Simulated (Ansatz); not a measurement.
Here is the system:

TiSi:
```cif
data_Si2Ti2
_chemical_formula_sum 'Ti2 Si2'
_space_group_name_H-M_alt 'Cmmm'
_space_group_IT_number 65
_space_group_name_Hall '-C 2 2'
_cell_length_a 3.63019
_cell_length_b 4.15634
_cell_length_c 3.81123
_cell_angle_alpha 90.000
_cell_angle_beta 90.000
_cell_angle_gamma 90.000
loop_
_atom_site_label
_atom_site_type_symbol
_atom_site_symmetry_multiplicity
_atom_site_Wyckoff_symbol
_atom_site_fract_x
_atom_site_fract_y
_atom_site_fract_z
_atom_site_occupancy
Ti1 Ti 2 b 0.00000 0.50000 0.00000 1
Si1 Si 2 d 0.50000 0.50000 0.50000 1
```
(The calculation used a cell of 2 atoms; values per cell refer to that cell.)

This is the r²SCAN-relaxed structure.

Task: All from DFT-r²SCAN in the program Ansatz with PAW potentials, unless another level is named. Predict the electronic character.

Result: metallic (no gap).

Task: Next, the density of states at the Fermi level?

Result: 0.49 states/eV per atom (mean over ±0.08 eV).

Task: Predict the formation energy from the elements (no fitted shifts).

Result: -0.53 eV/atom.

The workflow started from a Materials Project entry (that database holds measured and hypothetical structures alike); the Crystallography Open Database copy checked does not list it. COD files the formula under space group No. 25, so this cell is another polymorph or a model. Whether it is the stable phase at ambient conditions was not checked. Symmetry was held in the r²SCAN relaxation; of distortions, only those at the zone centre were tested. No spin polarisation was allowed. The references are the lowest solids computed at this level, not always the standard phases.

Potentials: the later of the program's two PAW sets.
